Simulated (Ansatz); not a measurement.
## Relaxing a structure of TiSi₂

The start is a generated cell, TiSi2 built in the C49 structure type. Cell shape, volume and atoms are optimised at zero target pressure with r2SCAN (plane waves to 500 eV, PAW, scalar-relativistic; Ansatz, a first-principles code). The first steps use a coarse 7×7×7 k-mesh.

Input geometry:
```
TiSi2
1.0
    1.77596    -7.00863     0.00000
    1.77596     7.00863     0.00000
    0.00000     0.00000     3.49479
Si Ti
4 2
Direct
  0.93900   0.06100   0.75000
  0.06100   0.93900   0.25000
  0.25000   0.75000   0.75000
  0.75000   0.25000   0.25000
  0.60400   0.39600   0.75000
  0.39600   0.60400   0.25000
```

Problem. Which atoms feel the largest initial force, and how large is it?

Solution. About 0.6 eV/Å, on Si1, Si2 (atoms numbered as listed).

Problem. By how much does the energy per atom fall from start to end?

Solution. 0.02 eV/atom.

Problem. How do the shortest distances between atoms change?

Solution. The closest pairs of elements (up to four, under 3.6 Å), start → end: Si–Si 2.44 → 2.38 Å; Si–Ti 2.56 → 2.58 Å; Ti–Ti 3.40 → 3.31 Å.

Problem. Give the final cell and atomic positions.

Solution. 
Space group Cmcm (No. 63); a = 3.527 Å, b = 13.523 Å, c = 3.566 Å, α = β = γ = 90.00°

| atom | site | symmetry | x | y | z |
|---|---|---|---|---|---|
| Si | 4c | m2m | 0.0000 | 0.0583 | 0.7500 |
| Si | 4c | m2m | 0.0000 | 0.2503 | 0.2500 |
| Ti | 4c | m2m | 0.0000 | 0.6032 | 0.2500 |
(The calculation used a cell of 6 atoms; values per cell refer to that cell.)

The space group stays Cmcm (No. 63) (the run could not lower it); the end is AFLOW prototype A2B_oC12_63_2c_c (C49, as in ZrSi2), with 6 atoms in the primitive cell. Final values are on a 14×14×13 k-mesh of the relaxed cell. No spin polarisation in the result.

The run could not lose the symmetry of its start; a randomly shaken copy of 12 atoms returns to this structure.
